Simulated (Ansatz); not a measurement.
A frame of Be3Ag from dynamics at 2140 K, with the forces (eV/Å) computed on a k mesh in the last three columns. The calculation used Ansatz, DFT PBE, scalar-relativistic, plane waves, PAW.

Cutoff 420 eV; k points 4×4×4 on the computed 20-atom cell (Γ-centred); Fermi–Dirac smearing, width 0.18 eV; no spin polarisation.

```xyz
20
Lattice="5.995 0.009 -0.164 0.009 5.839 0.003 -0.164 0.003 6.050" Properties=species:S:1:pos:R:3:forces:R:3 pbc="T T T"
Be    3.514    3.550    4.533   -0.530   -1.380    1.120
Be    4.395    1.613    4.096    0.410    0.830    0.640
Be    2.429    5.346    3.385    0.420   -1.390   -1.000
Be    1.782    3.767    1.578    0.200    0.660    0.220
Be    4.332    1.589    0.270   -0.570   -0.780   -0.460
Be    5.748    2.443    2.522    0.480   -0.240   -0.640
Be   -0.094    3.202    4.627    0.170   -0.690   -0.830
Be    1.806    2.951    3.536   -0.350    1.570   -0.630
Be    3.412    5.290    0.969    0.120    0.440   -0.380
Be    5.970    0.480    0.147    0.110   -0.210   -0.610
Be    1.068    0.341    1.961    1.490    0.730   -0.160
Be    1.225    1.119    4.008   -1.990   -1.500   -0.760
Be    3.830    3.884    2.474    0.730   -0.320    0.220
Be    0.176    4.627    2.743    0.460   -1.820    0.970
Be    5.059    0.385    2.244    0.210    0.030   -0.630
Ag    1.908    2.181    5.784   -0.030   -0.790    1.090
Ag    4.679    5.284    4.441    0.600    1.290   -0.010
Ag    1.513    4.828    5.455   -0.350    1.090   -0.010
Ag    5.265    3.550    0.421    0.500    1.100    1.620
Ag    3.192    1.472    2.194   -2.070    1.390    0.220
```

Static pressure 9.7 GPa (no kinetic part), no gap on the mesh.

Counting as bonded all pairs within 1.3 times the summed covalent radii:

```csv
atom → neighbour,mean count,mean length (Å),spread (Å)
Ag → Ag,4.40,3.12,0.29
Ag → Be,10.00,2.53,0.26
Be → Ag,3.33,2.53,0.26
Be → Be,5.60,2.24,0.16
```

Angles between all pairs of such bonds at an atom (mean ± spread): 96 ± 35° at Ag, 98 ± 33° at Be.

Cost: 1 run of about 1.7 core-minutes, on Arm Neoverse V2 (shared hosts).